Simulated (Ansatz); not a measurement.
As:
```xyz
4
Lattice="1.8630 -5.4341 0.0000 1.8630 5.4341 0.0000 0.0000 0.0000 4.2995" Properties=species:S:1:pos:R:3 pbc="T T T"
As     1.8630     4.2179     0.2413
As     1.8630    -4.2179     4.0582
As     1.8630     1.2162     2.3910
As     1.8630    -1.2162     1.9085
```

Relaxed with PBEsol. Special points in fractions of this cell's reciprocal vectors: Γ (0.000, 0.000, 0.000); Y (-0.500, 0.500, 0.000); C0 (-0.279, 0.721, 0.000); Σ0 (0.279, 0.279, 0.000); Z (0.000, 0.000, 0.500); A0 (0.279, 0.279, 0.500); E0 (-0.279, 0.721, 0.500); T (-0.500, 0.500, 0.500); S (0.000, 0.500, 0.000); R (0.000, 0.500, 0.500).

### Question
List the band energies nearest the Fermi level at these points for the program Ansatz at the PBEsol level (PAW).

### Answer
In eV from the Fermi level; about four levels below and three above (degenerate sets whole), none deeper than 8.9 eV; points with the same levels are listed once.

```json
[
 {"k": "Γ", "below": "-3.32 -2.22 -2.04 -0.87", "above": "1.91 2.34 2.46"},
 {"k": "Y", "below": "-3.75 -1.69 -1.48 -0.48", "above": "0.02 1.92 2.30"},
 {"k": "C0", "below": "-2.55 -2.51 -2.16 -1.79", "above": "0.64 0.68 0.72"},
 {"k": "Z", "below": "-2.12 -2.12 -0.58 -0.58", "above": "0.84 0.84 1.69 1.69"},
 {"k": "A0", "below": "-3.99 -3.99 -1.97 -1.97", "above": "2.32 2.32 4.86 4.86"},
 {"k": "T", "below": "-1.75 -1.75 -1.13 -1.13", "above": "1.42 1.42 1.78 1.78"},
 {"k": "S", "below": "-2.38 -2.38 -2.17 -2.17", "above": "0.83 0.83 1.21 1.21"},
 {"k": "R", "below": "-4.73 -4.73 -1.85 -1.85", "above": "1.95 1.95 5.18 5.18"}
]
```

Space group Cmce. The workflow started from a Materials Project entry (that database holds measured and hypothetical structures alike); the Crystallography Open Database files this formula in space group No. 64, but the cells were not matched. It is not the phase usual at ambient conditions (space group No. 166). The cell was relaxed with PBEsol under the symmetry of its start; whether a distortion lowers the energy is not shown. A crystal of weakly bound layers computed without a dispersion correction: the cell and the soft elastic constants depend strongly on that. Spin–orbit coupling is left out wherever it is not named.

Potentials: the later of the program's two PAW sets.
